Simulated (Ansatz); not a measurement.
ZrB2:
```
ZrB2
1.0
    3.17101     0.00000     0.00000
   -1.58550     2.74617     0.00000
    0.00000     0.00000     3.54260
Zr B
1 2
Direct
  0.00000   0.00000   0.00000
  0.33333   0.66667   0.50000
  0.66667   0.33333   0.50000
```

Relaxed with PBE. Special points in fractions of this cell's reciprocal vectors: Γ (0.000, 0.000, 0.000); M (0.500, 0.000, 0.000); K (0.333, 0.333, 0.000); A (0.000, 0.000, 0.500); L (0.500, 0.000, 0.500); H (0.333, 0.333, 0.500).

### Question
List the band energies nearest the Fermi level at these points for DFT-PBE in the program Ansatz with PAW potentials.

### Answer
In eV from the Fermi level; about four levels below and three above (degenerate sets whole), none deeper than 8.9 eV; points with the same levels are listed once.

| k | below | above |
|---|---|---|
| Γ | -2.61 -2.61 -2.58 -2.36 | 3.39 3.39 4.14 4.14 |
| M | -8.51 -3.90 -3.05 -2.67 | 2.22 2.29 4.92 |
| K | -7.77 -7.77 -6.89 -2.45 -2.45 | 1.56 1.56 3.16 |
| A | -6.95 -0.95 -0.95 | 0.35 0.35 0.78 0.78 |
| L | -7.00 -4.59 -4.11 -2.01 | 3.70 4.07 5.29 |
| H | -8.73 -8.73 -4.93 -2.67 -2.67 | 4.05 5.98 5.98 |

Space group P6/mmm. The PBE relaxation kept the symmetry of its start. The run is not spin-polarised. Spin–orbit coupling is left out wherever it is not named.

Potentials: the earlier of the program's two PAW sets.
